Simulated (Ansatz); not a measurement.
BaTiO3 in space group R3m (No. 160; Ba on 3a, Ti on 3a, O on 9b) under volume change, plane-wave PAW r²SCAN (Ansatz code), shape and atoms relaxed at each volume.

```
V (Å³/atom)  E − E(relaxed) (meV/atom)  P (GPa)
-----------  -------------------------  -------
11.856                             [?]      [?]
12.247                            19.7     8.76
12.638                             4.5     3.85
13.029                             0.0     0.00
13.420                             3.9    -3.06
13.810                            14.4    -5.45
14.201                             [?]      [?]
```

Q: Fill in the missing entries.

A: 
- 14.201, E − E(relaxed) (meV/atom): 30.0
- 14.201, P (GPa): -7.32
- 11.856, E − E(relaxed) (meV/atom): 48.4
- 11.856, P (GPa): 15.31

Q: What does a third-order Birch–Murnaghan fit give for V₀, B₀ and B′?

A: V₀ = 13.02 Å³/atom, B₀ = 116 GPa, B′ = 7.3.

This is a known low-temperature phase of the composition, computed here at zero pressure and temperature. Symmetry was held in the r²SCAN relaxation; whether a distortion lowers the energy is not shown. The run is not spin-polarised. Scalar-relativistic: spin–orbit coupling is off unless named, which matters more the heavier the elements.

Potentials: the later of the program's two PAW sets.
